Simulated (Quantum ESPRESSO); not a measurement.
Empty bands for a GW run on RhCuO2 (space group R-3m, No. 166): 102 bands on a 4×4×4 mesh, PBEsol, PseudoDojo standard norm-conserving files, scalar-relativistic, Quantum ESPRESSO. The input, in which only the diagonalization keyword changes:

```
&CONTROL
  calculation = 'nscf'
  pseudo_dir = './pseudo'
  outdir = './out'
/
&SYSTEM
  ibrav = 0
  nat = 4
  ntyp = 3
  ecutwfc = 92.0
  ecutrho = 368.0
  occupations = 'fixed'
  force_symmorphic = .true.
  nbnd = 102
/
&ELECTRONS
  conv_thr = 4e-09
  diago_full_acc = .true.
  diago_thr_init = 1e-08
  diagonalization = 'david'
/
ATOMIC_SPECIES
O 15.9990 O.upf
Cu 63.5460 Cu.upf
Rh 102.9055 Rh.upf
CELL_PARAMETERS angstrom
  1.535520484982   0.886533165351   5.637495201000
 -1.535520484982   0.886533165351   5.637495201000
  0.000000000000  -1.773066330701   5.637495201000
ATOMIC_POSITIONS crystal
O   0.892358334900   0.892358334900   0.892358334900
O   0.107641665100   0.107641665100   0.107641665100
Cu   0.000000000000   0.000000000000   0.000000000000
Rh   0.500000000000   0.500000000000   0.500000000000
K_POINTS automatic
4 4 4 0 0 0
```

```
diagonalization  mean iterations per k point              rough time  largest change of an eigenvalue (eV)
---------------  ---------------------------  ----------------------  ------------------------------------
david                                     24                       1                                     –
cg                                        41                about 3×                                 1e-06
paro                                      16  within a factor of two                                 1e-07
```

An iteration means different work in each solver, so the counts don't rank them. Times are rough ratios from shared machines.

Spin-orbit coupling is not included.

Geometry relaxed with PBEsol.
